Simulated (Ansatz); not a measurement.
Input file for Ansatz (a first-principles code):

Ansatz 0.2 input:
```yaml
crystal:
  lattice:
    - [3.0214591211, 0.0, 0.0]
    - [0.0, 3.0214591211, 0.0]
    - [0.0, 0.0, 3.3924521118]
  atoms:
    - { symbol: Ta, position: [0.5, 0.5, 0.5] }
    - { symbol: Ru, position: [0.0, 0.0, 0.0] }
kpoints:
  mp_grid: { grid: [10, 10, 9] }
  band_path:
    path:
      - [[0.0, 0.0, 0.0], [0.0, 0.5, 0.0], [0.5, 0.5, 0.0], [0.0, 0.0, 0.0], [0.0, 0.0, 0.5], [0.0, 0.5, 0.5], [0.5, 0.5, 0.5], [0.0, 0.0, 0.5]]  # Γ-X-M-Γ-Z-R-A-Z
      - [[0.0, 0.5, 0.0], [0.0, 0.5, 0.5]]  # X-R
      - [[0.5, 0.5, 0.0], [0.5, 0.5, 0.5]]  # M-A
    npoints: 8
basis: { xc_grid: 2 }
hamiltonian:
  xc: pbesol
  pseudopotentials: { kind: paw }
magnetization: { noncollinear: true, spin_orbit: true }
scf:
  n_extra_bands: 13
  convergence: { dr2_threshold: 0.0000000001 }
  occupations: { method: gaussian, width: 0.05 }
output: { eigenvalues: true }
```

Output (shortened):

```
Pseudopotential: Ta, paw_fr, valence charge 13
Pseudopotential: Ru, paw_fr, valence charge 16
Functional definition: PBEsol
non-collinear run that drives no moment, with spin-orbit …
Crystal: 2 atoms, lattice volume = 30.970 Å³
Basis set: ecut = 420 eV, 595 PW (Γ), exchange–correlation on 48×48×48 points (8 copies of the dense FFT grid, shifted against one another)
Bands: 42, of which v1, the nominal top of the filled ones, is band 29 counted from 1 (28 counted from 0)
Symmetry: 16 space group operations + 16 with time reversal
k-points: 105 of 900
Projection manifold: j_resolved (fully-relativistic pseudo-atomic orbitals)
SCF iter   1: F=—  HF=-15651.494221 eV  |F-HF|=—  |Δ(HF+E_count)|=         —  Δρ=2.52e-1  dr2=3.26e1  dr2_m=0.00e0 (ungated)  ethr=3.10e-3  |M|=0.00e0 ∫|m|=0.00e0 μB  |m|>n=0.0e0 m-floor=0.0e0 τ_xc=0.0e0  β_m=0.30  ⟨swp⟩=6.5  Hψ=10015  notcnv=0  defer=66
preconditioner: auto → none
SCF iter   2: F=—  HF=-15647.496611 eV  |F-HF|=—  |Δ(HF+E_count)|=    4.00e0  Δρ=6.22e-2  dr2=1.17e0  dr2_m=0.00e0 (ungated)  ethr=3.10e-3  |M|=0.00e0 ∫|m|=0.00e0 μB  |m|>n=0.0e0 m-floor=0.0e0 τ_xc=0.0e0  β_m=0.33  ⟨swp⟩=2.8  Hψ=4654  notcnv=0  defer=602
SCF iter   3: F=—  HF=-15647.270015 eV  |F-HF|=—  |Δ(HF+E_count)|=   2.27e-1  Δρ=2.65e-2  dr2=1.11e-1  dr2_m=0.00e0 (ungated)  ethr=3.10e-3  |M|=0.00e0 ∫|m|=0.00e0 μB  |m|>n=0.0e0 m-floor=0.0e0 τ_xc=0.0e0  β_m=0.45  ⟨swp⟩=2.2  Hψ=3032  notcnv=0  defer=622
SCF iter   4: F=—  HF=-15647.274191 eV  |F-HF|=—  |Δ(HF+E_count)|=   4.18e-3  Δρ=1.05e-2  dr2=2.72e-2  dr2_m=0.00e0 (ungated)  ethr=3.84e-4  |M|=0.00e0 ∫|m|=0.00e0 μB  |m|>n=0.0e0 m-floor=0.0e0 τ_xc=0.0e0  β_m=0.55  ⟨swp⟩=2.1  Hψ=3130  notcnv=0  defer=620
SCF iter   5: F=—  HF=-15647.277452 eV  |F-HF|=—  |Δ(HF+E_count)|=   3.26e-3  Δρ=1.13e-3  dr2=4.57e-4  dr2_m=0.00e0 (ungated)  ethr=9.39e-5  |M|=0.00e0 ∫|m|=0.00e0 μB  |m|>n=0.0e0 m-floor=0.0e0 τ_xc=0.0e0  β_m=0.56  ⟨swp⟩=2.4  Hψ=3191  notcnv=0  defer=626
SCF iter   6: F=—  HF=-15647.277427 eV  |F-HF|=—  |Δ(HF+E_count)|=   2.49e-5  Δρ=3.85e-4  dr2=5.76e-5  dr2_m=0.00e0 (ungated)  ethr=1.58e-6  |M|=0.00e0 ∫|m|=0.00e0 μB  |m|>n=0.0e0 m-floor=0.0e0 τ_xc=0.0e0  β_m=0.73  ⟨swp⟩=2.4  Hψ=3142  notcnv=0  defer=626
SCF iter   7: F=—  HF=-15647.277419 eV  |F-HF|=—  |Δ(HF+E_count)|=   7.77e-6  Δρ=5.02e-5  dr2=9.05e-7  dr2_m=0.00e0 (ungated)  ethr=1.98e-7  |M|=0.00e0 ∫|m|=0.00e0 μB  |m|>n=0.0e0 m-floor=0.0e0 τ_xc=0.0e0  β_m=0.78  ⟨swp⟩=2.1  Hψ=2675  notcnv=0  defer=626
SCF iter   8: F=—  HF=-15647.277420 eV  |F-HF|=—  |Δ(HF+E_count)|=   5.82e-7  Δρ=1.22e-5  dr2=8.25e-8  dr2_m=0.00e0 (ungated)  ethr=3.12e-9  |M|=0.00e0 ∫|m|=0.00e0 μB  |m|>n=0.0e0 m-floor=0.0e0 τ_xc=0.0e0  β_m=0.80  ⟨swp⟩=2.3  Hψ=3482  notcnv=0  defer=626
SCF iter  11: F=-15647.277420 eV  HF=-15647.277420 eV  |F-HF|=0.00e0  |Δ(HF+E_count)|=  1.27e-11  Δρ=4.36e-8  dr2=4.86e-13  dr2_m=0.00e0 (ungated)  ethr=1.00e-12  |M|=0.00e0 ∫|m|=0.00e0 μB  |m|>n=0.0e0 m-floor=0.0e0 τ_xc=0.0e0  ⟨swp⟩=8.7  Hψ=7516  notcnv=0
SCF 1 converged in 11 iterations: F = -15647.277420 eV  dr2 = 4.86e-13
NSCF: frozen V_eff on 75 k-points
SCF converged after 11 iterations
Magnetization: |M| = 0.0000 μB,  M = (+0.0000, +0.0000, +0.0000) μB
Absolute magnetization: 0.0000 μB (∫|m|)
  site 0: m = (+0.0000, +0.0000, +0.0000) μB, |m| = 0.0000 μB  (R = 1.13 Å)
  site 1: m = (+0.0000, +0.0000, +0.0000) μB, |m| = 0.0000 μB  (R = 1.13 Å)
Free energy (F): -15647.277420 eV
Harris-Foulkes:  -15647.277420 eV  (|F-HF|=0.00e0)
Internal energy: -15647.274994 eV  (E = F + TS)
E sigma→0 (E₀):  -15647.276207 eV
Entropy (-TS):   -0.002426 eV (-1.213 meV/atom)
Fermi energy:    21.764299 eV
--- Per-component energies (eV) ---
  E_band       = -164.553721
  E_kinetic    = 881.362039
  E_local      = -1895.563024  (includes V_loc(G=0)·N_el)
  E_nonlocal   = 358.595480
  E_hartree    = 635.874582
  E_xc         = -406.764072
  E_vxc        = -443.085082  (∫ρ·V_xc dr)
  E_paw        = -11692.478531  (= ΣΔE_a)
  E_vpaw       = -337.612190  (= ΣTr[D̂ρ^β])
  E_aug_tail   = -0.000075  (compensation charges beyond the density's cutoff)
  E_ewald      = -3528.774486
  E_core_change = 0.473093  (= ΣΔE_core)
  E_smearing   = -0.002426  (= −TS)
  E_closure    =  0.000000  (closes the sum)
  Σ components = -15647.277420   (vs F -15647.277420, Δ=0.00e0)
  [band-id]    e_kinetic+e_local+e_nonlocal+2·e_hartree+e_vxc+e_vpaw+e_augmentation_tail = -164.553688   (vs E_band -164.553721, Δ=3.29e-5)
--- Band table (eV; the first three rows and the last of 105) ---
  k-point 0: bands = ["-51.0952", "-51.0952", "-46.3565", "-46.3565", "-23.4564", "-23.4564", "-20.0597", "-20.0597", "-20.0191", "-20.0191", "-19.1721", "-19.1721", "-10.4364", "-10.4364", "-10.3009", "-10.3009", "12.9985", "12.9985", "15.7437", "15.7437", …
  k-point 1: bands = ["-51.0946", "-51.0946", "-46.3565", "-46.3565", "-23.4558", "-23.4558", "-20.0618", "-20.0618", "-20.0177", "-20.0177", "-19.1784", "-19.1784", "-10.4580", "-10.4580", "-10.3028", "-10.3028", "13.2386", "13.2386", "15.9077", "15.9077", …
  k-point 2: bands = ["-51.0929", "-51.0929", "-46.3564", "-46.3564", "-23.4544", "-23.4544", "-20.0669", "-20.0669", "-20.0142", "-20.0142", "-19.1945", "-19.1945", "-10.5120", "-10.5120", "-10.3076", "-10.3076", "13.9199", "13.9199", "16.3333", "16.3333", …
  k-point 104: bands = ["-51.0623", "-51.0623", "-46.3042", "-46.3042", "-23.5332", "-23.5332", "-20.1896", "-20.1896", "-20.1124", "-20.1124", "-19.3763", "-19.3763", "-10.8599", "-10.8599", "-10.7048", "-10.7048", "17.5990", "17.5990", "18.1236", "18.1236", …
```

Cost: around 40 core-seconds (rough) on shared cores.

Space group P4/mmm (L1₀ or tetragonal B2). The workflow started from a Materials Project entry (that database holds measured and hypothetical structures alike); the Crystallography Open Database files this formula in space group No. 123, but the cells were not matched. Whether it is the stable phase at ambient conditions was not checked. The cell was relaxed with PBEsol under the symmetry of its start; of distortions, only those at the zone centre were tested. No spin polarisation was allowed.

Potentials: the later of the program's two PAW sets.

Ansatz is a plane-wave DFT program.
